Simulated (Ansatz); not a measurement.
## BiTe: a vibration from a frozen displacement

Level of theory: DFT PBEsol, scalar-relativistic, plane waves, PAW (Ansatz). The runs took a 420 eV cutoff, a Γ-centred 14×14×14 mesh and Gaussian smearing (0.15 eV). Spin–orbit coupling is left out, which matters for the heavy elements here. No spin polarisation. Energies are free energies at this smearing, counted from the undisturbed cell; pressure is positive in compression.

The starting cell (as given, not relaxed at this level; it stands at -1.7 GPa, and it needn't be the usual structure):

```xyz
2
Lattice="0.0000 3.2350 3.2350 3.2350 0.0000 3.2350 3.2350 3.2350 0.0000" Properties=species:S:1:pos:R:3 pbc="T T T"
Bi    0.0000    0.0000    0.0000
Te    3.2350    3.2350    3.2350
```

Every Bi atom is moved by x along the Cartesian unit vector (1.000, 0.000, 0.000); the cell and all other atoms stay fixed. The cell's volume is 67.71 Å³; the moved atoms weigh 208.980 u together and the others 127.600 u. Some rows repeat others by symmetry and weren't run.

| x (Å) | ΔE (meV/cell) | total force on the moved atoms along the move (eV/Å) | pressure (GPa) |
| --- | --- | --- | --- |
| -0.2000 | 47.66 | 0.5000 | -1.0148 |
| -0.1750 | 36.05 | 0.4286 | -1.1807 |
| -0.1500 | 26.20 | 0.3602 | -1.3228 |
| -0.1250 | 18.02 | 0.2948 | -1.4418 |
| -0.1000 | 11.44 | 0.2322 | -1.5384 |
| -0.0750 | 6.39 | 0.1719 | -1.6131 |
| -0.0500 | 2.83 | 0.1135 | -1.6662 |
| -0.0250 | 0.70 | 0.0564 | -1.6980 |
| 0.0000 | 0.00 | 0.0000 | -1.7086 |
| 0.0250 | 0.70 | -0.0564 | -1.6980 |
| 0.0500 | 2.83 | -0.1135 | -1.6662 |
| 0.0750 | 6.39 | -0.1719 | -1.6131 |
| 0.1000 | 11.44 | -0.2322 | -1.5384 |
| 0.1250 | 18.02 | -0.2948 | -1.4418 |
| 0.1500 | 26.20 | -0.3602 | -1.3228 |
| 0.1750 | 36.05 | -0.4286 | -1.1807 |
| 0.2000 | 47.66 | -0.5000 | -1.0148 |

Task: What frequency belongs to this motion?

Result: The force constant is k = −dF/dx = 2.256 eV/Å², from the parabola through x = -0.0250, 0 and 0.0250. In every cell the moved atoms swing against the rest, so the mass is μ = m₁m₂/(m₁ + m₂) = 79.226 u, and ν̃ = 521.5 cm⁻¹ × √(|k|/μ) = 88 cm⁻¹, at this cell's pressure of -1.7 GPa. To first order in x, and within 1 %, the force on every atom lies along the move and, within each of the two groups, in proportion to the atom's mass, so this is itself a mode at the zone centre of this cell.

Task: How far does the harmonic law reach?

Result: At x = -0.200 Å, kx²/2 = 45.12 meV against the computed 47.66 meV (+5.6 %): the well is still close to harmonic there.

Task: The pressure changes with x². What does that say about the frequency under compression?

Result: With E = k(V)x²/2, k ∝ V^(−2γ) and x scaling with the cell as V^(1/3), P − P0 = −∂E/∂V = (2γ − 2/3) ΔE/V. At x = 0.0500 Å, V(P − P0) = 67.71 × 0.04237 / 160.2 eV = 17.91 meV and ΔE = 2.83 meV, so γ = 1/3 + V(P − P0)/(2ΔE) = 3.50. This is the Grüneisen parameter of the motion under uniform scaling of the cell: shrinking the cell evenly by 1 % in volume raises the frequency by about 3.50 %.

In a metal these slopes depend on the k mesh and the smearing.